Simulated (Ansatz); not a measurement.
Zone-centre phonons of KTaO₃: input and output

Method: DFT PBE+D3(BJ), scalar-relativistic, plane waves, PAW (Ansatz).

Launched with:
```bash
ansatz run input.yaml --threads 2 --pin off --max-ram 5120MiB --backend cpu --events-out ev --progress --plain --runs-dir out
```

Input (bare energies are in eV):
```yaml
crystal:
  lattice:
    - [4.004, 0.0, 0.0]
    - [0.0, 4.004, 0.0]
    - [0.0, 0.0, 4.004]
  atoms:
    - { symbol: K, position: [0.0, 0.0, 0.0] }
    - { symbol: Ta, position: [0.5, 0.5, 0.5] }
    - { symbol: O, position: [0.5, 0.5, 0.0] }
    - { symbol: O, position: [0.5, 0.0, 0.5] }
    - { symbol: O, position: [0.0, 0.5, 0.5] }
basis:
  ecutwfc: 420
kpoints:
  mp_grid: { grid: [8, 8, 8] }
hamiltonian:
  xc: pbe
  dispersion: d3bj
scf:
  occupations: { method: fixed }
output:
  eigenvalues: true
phonons:
  method: dfpt
  dielectric: true
  rigid_motions: translations
  eigenvectors: true
```

Results section of the output:
```
--- Phonons (Γ-DFPT): 4 representative perturbations + reference, on 170 of 512 k-points (Σ response iterations 12) ---
  k mesh reduced under 2 symmetry operations, with k and −k counted as one. Each operation leaves every solved perturbation unchanged. A smaller set is not considered because the run solves the response ...
  ASR residual: 1.883e-3 → 0.000e0 eV/Å²; symmetrization residual: 3.785e-6 eV/Å²
  pairwise dispersion correction: d3bj (s6 = 1.0, s8 = 0.7875, a1 = 0.4289, a2_bohr = 4.4407), with the weights of each atom's references fixed at the reference crystal's, and the forces and stress that the weights' published response gives ...
  ASR residual per site (eV/Å²): 3.94e-5 1.88e-3 1.61e-3 1.61e-3 1.61e-3
  Γ frequencies (cm⁻¹): 0.00 0.00 0.00 20.91 20.91 20.91 183.48 183.48 183.48 260.64 260.64 260.64 521.78 521.78 521.78
  ε∞ (high-frequency dielectric tensor):
        5.373697     0.000000     0.000000
        0.000000     5.373697     0.000000
        0.000000     0.000000     5.373697
  ε⁰ (static dielectric tensor: ions relaxed, cell fixed):
     3918.444761     0.000000    -0.000000
        0.000000  3918.444761    -0.000000
       -0.000000    -0.000000  3918.444761
  ε⁰ − ε∞ (ionic part):
     3913.071064     0.000000    -0.000000
        0.000000  3913.071064    -0.000000
       -0.000000    -0.000000  3913.071064
  softest optical mode at Γ: 20.91 cm⁻¹; the repairs (sum rule, projections) moved no ω² at Γ by more than (5.33 cm⁻¹)²
  Born effective charges Z* (e; rows j = field, columns β = displacement):
    site 0:
         1.15011   -0.00000   -0.00000
         0.00000    1.15011    0.00000
         0.00000   -0.00000    1.15011
    site 1:
         8.71093   -0.00000   -0.00000
         0.00000    8.71093    0.00000
        -0.00000   -0.00000    8.71093
    site 2:
        -1.66091    0.00000   -0.00000
        -0.00000   -1.66091    0.00000
         0.00000   -0.00000   -6.53923
    site 3:
        -1.66091    0.00000    0.00000
         0.00000   -6.53923    0.00000
         0.00000    0.00000   -1.66091
    site 4:
        -6.53923   -0.00000    0.00000
        -0.00000   -1.66091    0.00000
         0.00000    0.00000   -1.66091
  Z* charge neutrality: 4.733e-3 e pre-enforcement
  solved inside a basis spanned on kpoints, on 8×8×8 k-points, its susceptibility summed on 12×12×12: ε∞ is read to err by 1.6e-2, Z* by 3.8e-2 e (field_mesh: kpoints solves on kpoints); Z* is corrected for ...
  optical modes at Γ without the LO–TO term, one row a degenerate level:
      ω (cm⁻¹) modes IR ((D/Å)²/amu)
         20.91      3           154.2001
        183.48      3            17.6538
        260.64      3             0.0000
        521.78      3            68.3675
  optical modes at Γ + LO–TO along q̂ = [1.0000, 0.0000, 0.0000]:
      ω (cm⁻¹) modes IR ((D/Å)²/amu)
         20.91      2           102.8000
        172.45      1             0.0592
        183.48      2            11.7692
        260.64      3             0.0000
        401.18      1             6.2314
        521.78      2            45.5783
        781.52      1            73.7831
  optical modes at Γ + LO–TO along q̂ = [0.0000, 1.0000, 0.0000]:
      ω (cm⁻¹) modes IR ((D/Å)²/amu)
         20.91      2           102.8000
        172.45      1             0.0592
        183.48      2            11.7692
        260.64      3             0.0000
        401.18      1             6.2314
        521.78      2            45.5783
        781.52      1            73.7831
  optical modes at Γ + LO–TO along q̂ = [0.0000, 0.0000, 1.0000]:
      ω (cm⁻¹) modes IR ((D/Å)²/amu)
         20.91      2           102.8000
        172.45      1             0.0592
        183.48      2            11.7692
        260.64      3             0.0000
        401.18      1             6.2314
        521.78      2            45.5783
        781.52      1            73.7831
```

Time: 51 s on 2 threads of Intel(R) Xeon(R) 6975P-C (Granite Rapids), on a shared host, peak memory 1.3 GiB.

The cell is the ideal cubic perovskite prototype; whether it is the stable structure of this composition wasn't checked. Spin–orbit coupling is left out, which matters for heavy elements.

Symmetry holds off the tilts and polar distortions that many cubic perovskites undergo.